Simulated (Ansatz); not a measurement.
Si in space group I4/mmm (No. 139; Si on 8h) at seven volumes, r²SCAN in the plane-wave PAW code Ansatz, shape and atoms relaxed at each. One row is withheld.

| V (Å³/atom) | P (GPa) |
|---|---|
| 19.366 | 10.10 |
| 20.004 | 6.21 |
| 20.643 | ? |
| 21.281 | 0.00 |
| 21.919 | -2.46 |
| 22.558 | -4.56 |
| 23.196 | -6.35 |

### Question
Fit the shown pressures and predict the withheld one.

### Answer
P = (3/2)B₀(x^(7/2) − x^(5/2))[1 + (3/4)(B′ − 4)(x − 1)] with x = (V₀/V)^(2/3). Least squares on the six rows gives V₀ = 21.280 Å³/atom, B₀ = 88.2 GPa, B′ = 4.14. At V = 20.643, x = 1.0205 and P = 2.85 GPa. The run itself gave 2.87 GPa.

The workflow started from a Materials Project entry (that database holds measured and hypothetical structures alike); the Crystallography Open Database copy checked does not list it. It is not the phase usual at ambient conditions (space group No. 227). The cell was relaxed with r²SCAN under the symmetry of its start; phonons on a q-mesh show no instability.

Potentials: the later of the program's two PAW sets.
